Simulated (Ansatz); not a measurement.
Ti$_{3}$O in space group P-31c (No. 163; Ti on 12i, O on 2d, O on 2a) under volume change, r²SCAN in the plane-wave PAW code Ansatz, shape and atoms relaxed at each volume.

| V (Å³/atom) | E − E(relaxed) (meV/atom) | P (GPa) |
|---|---|---|
| 12.285 | 66.2 | 18.90 |
| 12.690 | 27.9 | 11.64 |
| 13.095 | (withheld) | (withheld) |
| 13.500 | 0.0 | 0.01 |
| 13.905 | 6.0 | -4.63 |
| 14.310 | (withheld) | (withheld) |
| 14.715 | 48.8 | -11.96 |

Problem. Complete the blanks.

Solution. 
- 14.310, E − E(relaxed) (meV/atom): 22.8
- 14.310, P (GPa): -8.57
- 13.095, E − E(relaxed) (meV/atom): 6.6
- 13.095, P (GPa): 5.39

Problem. What does a third-order Birch–Murnaghan fit give for V₀, B₀ and B′?

Solution. V₀ = 13.50 Å³/atom, B₀ = 166 GPa, B′ = 4.0.

The first step of the workflow began from a Materials Project structure, measured or hypothetical; the Crystallography Open Database files this formula in space group No. 163, but the cells were not matched. Its standing as an ambient phase is unchecked. Symmetry was held in the r²SCAN relaxation; its stability against distortions is not shown here. No spin polarisation was allowed.

Potentials: the later of the program's two PAW sets.
